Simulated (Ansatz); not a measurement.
Relaxed ScAl₃ (Cu3Au type):

```yaml
crystal:
  lattice:
    - [4.10550, 0.00000, 0.00000]
    - [0.00000, 4.10550, 0.00000]
    - [0.00000, 0.00000, 4.10550]
  atoms:
    - { symbol: Al, position: [0.00000, 0.50000, 0.50000] }
    - { symbol: Al, position: [0.50000, 0.50000, 0.00000] }
    - { symbol: Al, position: [0.50000, 0.00000, 0.50000] }
    - { symbol: Sc, position: [0.00000, 0.00000, 0.00000] }
```

Two-dimensional scan of atom 1 (Al, nearest neighbour Al at 2.903 Å; its periodic images, 4.1 Å or more away, move with it): u runs along (0.707, 0.707, 0.000), v along (0.000, 0.000, 1.000) (Cartesian). Cell and other atoms are fixed.

Computed with PBE (plane waves to 420 eV, PAW, scalar-relativistic; Ansatz, a program for electronic structure). k mesh 9×9×9 (Γ-centred), Fermi-Dirac smearing 0.05 eV. The energy includes the smearing's −TS. With partly filled bands, energies and forces of such displacements shift with the k mesh and the smearing. ScAl3 is run without spin polarisation. ScAl3 was relaxed with its symmetry unable to fall. The zero of ΔE is the undisplaced structure. Axes are in Å.

| ΔE (meV/cell) | u = -0.440 | u = -0.293 | u = -0.147 | u = 0.000 | u = 0.147 | u = 0.293 | u = 0.440 |
|---|---|---|---|---|---|---|---|
| v = -0.440 | 1329 | 923 | ___ | 611 | ___ | 923 | 1329 |
| v = -0.293 | 896 | 537 | 334 | ___ | 334 | 537 | 896 |
| v = -0.147 | ___ | 312 | 126 | ___ | 126 | 312 | ___ |
| v = 0.000 | 562 | 238 | 58 | 0 | 58 | 238 | 562 |
| v = 0.147 | ___ | 312 | 126 | ___ | 126 | 312 | ___ |
| v = 0.293 | 896 | 537 | 334 | ___ | 334 | 537 | 896 |
| v = 0.440 | 1329 | 923 | ___ | 611 | ___ | 923 | 1329 |

### Question
What belongs in the gaps?

### Answer

- v = -0.440, u = -0.147: 688
- v = -0.440, u = 0.147: 688
- v = -0.293, u = 0.000: 268
- v = -0.147, u = -0.440: 644
- v = -0.147, u = 0.000: 66
- v = -0.147, u = 0.440: 644
- v = 0.147, u = -0.440: 644
- v = 0.147, u = 0.000: 66
- v = 0.147, u = 0.440: 644
- v = 0.293, u = 0.000: 268
- v = 0.440, u = -0.147: 688
- v = 0.440, u = 0.147: 688

(For displaced atoms, the force is minus the slope of the energy, and its curvature is a force constant, which sets phonon frequencies.)
